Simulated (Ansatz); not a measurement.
Elastic constants of InAg3 at 6 GPa (stress–strain coefficients): input and output

All numbers below come from DFT LDA, scalar-relativistic, plane waves, PAW in Ansatz.

Launched with:
```bash
ansatz run input.yaml --threads 1 --pin off --max-ram 3072MiB --backend cpu --events-out ev --progress --plain --runs-dir out
```

Input (bare energies are in eV):
```yaml
crystal:
  lattice:
    - [4.0274330063, 0.0, 0.0]
    - [0.0, 4.0274330063, 0.0]
    - [0.0, 0.0, 4.0274330063]
  atoms:
    - { symbol: In, position: [0.0, 0.0, 0.0] }
    - { symbol: Ag, position: [0.0, 0.5, 0.5] }
    - { symbol: Ag, position: [0.5, 0.0, 0.5] }
    - { symbol: Ag, position: [0.5, 0.5, 0.0] }
basis:
  ecutwfc: 420
kpoints:
  mp_grid: { grid: [10, 10, 10] }
hamiltonian:
  xc: lda
scf:
  occupations: { method: fermi_dirac, width: 0.15 }
output:
  forces: true
  stress: true
  eigenvalues: true
elastic:
  mode: relaxed_ion
  amplitude: 0.005
  stencil: two_point
```

From the output:
```
--- Elastic constants: 2 strain directions × 2 members + reference (group order 48) ---
  dense FFT box of the reference and of every strained cell: 30×30×30
  strains applied: 11, 23; error gains: componentwise 1.00 (the most a stress slope's error grows in a printed constant), spectral 1.73 (1 for all six strains in a standard setting)
  C = ∂σ_k/∂η_j (tension-positive GPa; Voigt order 11 22 33 23 13 12):
       176.278    142.325    142.325     -0.000     -0.000     -0.000
       142.325    176.278    142.325     -0.000     -0.000     -0.000
       142.325    142.325    176.278     -0.000     -0.000     -0.000
        -0.000     -0.000     -0.000     60.539      0.000      0.000
        -0.000     -0.000      0.000      0.000     60.539      0.000
         0.000     -0.000      0.000      0.000      0.000     60.539
  reference stress σ⁰ (GPa):     -5.998     -5.998     -5.998     -0.000     -0.000     -0.000
  C* (energy form; C + prestress term) asymmetry max|C*_kj − C*_jk| = 2.842e-14 GPa — a small one proves nothing (zero by symmetry where the batch's group is 432, −43m or m−3m); a large one is finite-difference/SCF noise where every solve ...
  moduli (Voigt/Reuss/Hill, GPa): K = 153.64/153.64/153.64   G = 43.11/29.87/36.49   E = 101.45   ν = 0.390
  mechanically stable: yes (min eigenvalue of sym C = 33.95 GPa)
  strain η (Voigt 11):  stress-route row diagonal C_11 = 176.28 GPa, energy-path curvature d²(F+E_count+ΔE)/dδ²/Ω₀ = 176.25 GPa
         δ    σ_11 (GPa) F (eV) n_scf n_hpsi n_pw
    -5.000e-3      -6.8928      -27831.8623952      11  109655   1328   relax 0 steps, max|allowed force component| 7.69e-30 eV/Å
     5.000e-3      -5.1300      -27831.8868726       8   87831   1328   relax 0 steps, max|allowed force component| 3.26e-28 eV/Å
  strain η (Voigt 23):  stress-route row diagonal C_44 = 60.54 GPa, energy-path curvature d²(F+E_count+ΔE)/dδ²/Ω₀ = 63.53 GPa
         δ    σ_23 (GPa) F (eV) n_scf n_hpsi n_pw
    -5.000e-3      -0.3027      -27831.8752085       9  143132   1328   relax 0 steps, max|allowed force component| 7.26e-29 eV/Å
     5.000e-3       0.3027      -27831.8752085       7  113594   1328   relax 0 steps, max|allowed force component| 1.01e-28 eV/Å
```

It took 93 s on 1 thread of Arm Neoverse V2 (shared host), peak memory 0.64 GiB.

In a metal, frequencies and elastic constants depend on the k mesh and the smearing, soft modes and shear constants most. Other phases may be more stable at this pressure.